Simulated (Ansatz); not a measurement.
Q: Volume from PBEsol minus that from r²SCAN (% of the latter), each on its own relaxed cell (Ansatz, a first-principles code, plane waves, PAW; no spin–orbit coupling, no Hubbard U), over 133 phases of the class «intermetallics»: what sign and size do you expect?

A: Mean -2.3 %, median -2.0 %, mean absolute 2.3 %; eight in ten lie between -4.3 and -0.6 %, and 0 % are above zero.

Some cases that may be named, with their rank among the 133 from the lowest: ZrFe2, cubic Laves (MgCu2 type) -7.3 % (rank 1); La3In, Cu3Au type -6.3 % (rank 2); HfRu, CsCl type -2.0 % (rank 67); ScGa3, Cu3Au type -1.9 % (rank 68); Al2Ru, Fddd (Al on 16f, Ru on 8b) -0.3 % (rank 132); AlNi, CsCl type -0.1 % (rank 133).

The phases are those computed here (of each formula those with measured values and the lowest at some level), not a balanced benchmark, and neither functional is the truth. Pairs that end in unlike spin orders or unlike minima (c/a over 6 % apart, 30 % for weakly bound crystals), magnets with 4f shells, solids of gases and phases set aside for tests are left out.

18 of the phases carry moments, in the orders computed and without U.

Spin orders computed, not proven ground states: ZrFe2, cubic Laves (MgCu2 type) with PBEsol ferrimagnetic; ZrFe2, cubic Laves (MgCu2 type) with r²SCAN ferrimagnetic. Standing as an ambient phase not checked: ZrFe2, cubic Laves (MgCu2 type); La3In, Cu3Au type; HfRu, CsCl type; ScGa3, Cu3Au type; Al2Ru, Fddd (Al on 16f, Ru on 8b). All cells were relaxed under the symmetry of their starts (and spin orders); stability against distortions was not tested throughout. Named crystals with no word on spin ran without spin polarisation. Scalar-relativistic: spin–orbit coupling is off unless named, which matters more the heavier the elements.

Potentials: the later of the program's two PAW sets.

Ansatz is a plane-wave DFT program.
